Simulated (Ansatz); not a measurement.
W2N:
Space group P4/mmm (No. 123); a = 2.9574 Å, b = 2.9574 Å, c = 4.1504 Å, α = 90.00°, β = 90.00°, γ = 90.00°

```csv
atom,site,symmetry,x,y,z
W,1a,4/mmm,0.0000,0.0000,0.0000
W,1d,4/mmm,0.5000,0.5000,0.5000
N,1c,4/mmm,0.5000,0.5000,0.0000
```

Relaxed with PBEsol.

### Question
Decompose the optical modes at the zone centre into irreducible representations, and say which are infrared and Raman allowed.

### Answer
Point group 4/mmm: Γ_opt = 2A2u + 2Eu. Infrared: A2u, Eu. Raman: none.

### Question
Assign frequencies (DFPT, DFT-PBEsol in the program Ansatz with PAW potentials).

### Answer
Eu 64, A2u 105, Eu 504, A2u 574 cm⁻¹.

The cell is a constructed one: a structure type filled with these elements; neither database checked (COD, Materials Project) lists it. Its standing as an ambient phase is unchecked. The PBEsol relaxation kept the symmetry of its start; of distortions, only those at the zone centre were tested. No spin polarisation was allowed. With an odd number of electrons in the cell and no spin polarisation, the count alone makes it a metal. As this level gives no gap, phonon frequencies hold no LO–TO term and depend on the k-mesh and smearing (Fermi–Dirac, 0.1 eV here). Scalar-relativistic: spin–orbit coupling is off unless named, which matters more the heavier the elements.

Potentials: the later of the program's two PAW sets.
